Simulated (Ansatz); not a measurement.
**BaTiO3: a vibration from a frozen displacement**

All numbers below come from Ansatz 0.2.0, DFT r2SCAN, scalar-relativistic, plane waves, PAW. The runs took a 500 eV cutoff, a Γ-centred 8×8×8 mesh and Gaussian smearing (0.05 eV). Spin–orbit coupling is left out, which matters for the heavy elements here. No spin polarisation. Energies are free energies at this smearing, counted from the undisturbed cell; pressure is positive in compression.

Zero of the scan (relaxed at this level; it needn't be the usual structure):

```
Ba Ti O
1.0
     3.97232    0.00000    0.00000
     0.00000    3.97232    0.00000
     0.00000    0.00000    4.11238
Ba Ti O
1 1 3
Direct
  0.00000 0.00000 0.99261
  0.50000 0.50000 0.47453
  0.50000 0.50000 0.03157
  0.50000 0.00000 0.51464
  0.00000 0.50000 0.51464
```

Every Ba atom is moved by x along the Cartesian unit vector (0.000, 0.000, 1.000); the cell and all other atoms stay fixed. The cell's volume is 64.89 Å³; the moved atoms weigh 137.327 u together and the others 95.864 u.

| x (Å) | ΔE (meV/cell) | total force on the moved atoms along the move (eV/Å) | pressure (GPa) |
| --- | --- | --- | --- |
| -0.1000 | 30.68 | 0.6227 | 0.5181 |
| -0.0750 | 17.14 | 0.4617 | 0.3345 |
| -0.0500 | 7.57 | 0.3046 | 0.1871 |
| 0.0000 | 0.00 | 0.0000 | -0.0003 |
| 0.0250 | 1.86 | -0.1485 | -0.0406 |
| 0.0750 | 16.61 | -0.4405 | -0.0152 |
| 0.1000 | 29.43 | -0.5851 | 0.0504 |

**Question.** What frequency belongs to this motion?

**Answer.** The force constant is k = −dF/dx = 5.991 eV/Å², from the parabola through x = -0.0500, 0 and 0.0250. In every cell the moved atoms swing against the rest, so the mass is μ = m₁m₂/(m₁ + m₂) = 56.455 u, and ν̃ = 521.5 cm⁻¹ × √(|k|/μ) = 170 cm⁻¹. The pattern needn't be a normal mode: ν̃² is then a weighted mean of the squared nonzero frequencies at the zone centre of this cell, taken without macroscopic field, so it lies between the lowest and the highest of them.

**Question.** How far does the harmonic law reach?

**Answer.** At x = -0.100 Å, kx²/2 = 29.95 meV against the computed 30.68 meV (+2.4 %): the well is still close to harmonic there.